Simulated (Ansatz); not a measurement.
TiTeSe in space group P3m1 (No. 156; Ti on 1a, Te on 1c, Se on 1b) at seven volumes, plane-wave PAW LDA (Ansatz code), shape and atoms relaxed at each. One row is withheld.

```tsv
V (Å³/atom)	P (GPa)
20.384	5.28
21.056	?
21.728	1.34
22.400	0.00
23.072	-0.96
23.744	-1.59
24.416	-1.92
```

Fit the shown pressures and predict the withheld one.

Third-order Birch–Murnaghan: P = (3/2)B₀(x^(7/2) − x^(5/2))[1 + (3/4)(B′ − 4)(x − 1)] with x = (V₀/V)^(2/3). Least squares on the six rows gives V₀ = 22.403 Å³/atom, B₀ = 36.04 GPa, B′ = 9.91. At V = 21.056, x = 1.0422 and P = 3.00 GPa. The run itself gave 3.09 GPa.

The first step of the workflow began from a Materials Project structure, measured or hypothetical; the Crystallography Open Database copy checked does not list it. Whether it is the stable phase at ambient conditions was not checked. The cell was relaxed with LDA under the symmetry of its start; its stability against distortions is not shown here. No spin polarisation was allowed. A crystal of weakly bound layers computed without a dispersion correction: the cell and the soft elastic constants depend strongly on that. Scalar-relativistic: spin–orbit coupling is off unless named, which matters more the heavier the elements.

Potentials: the later of the program's two PAW sets.
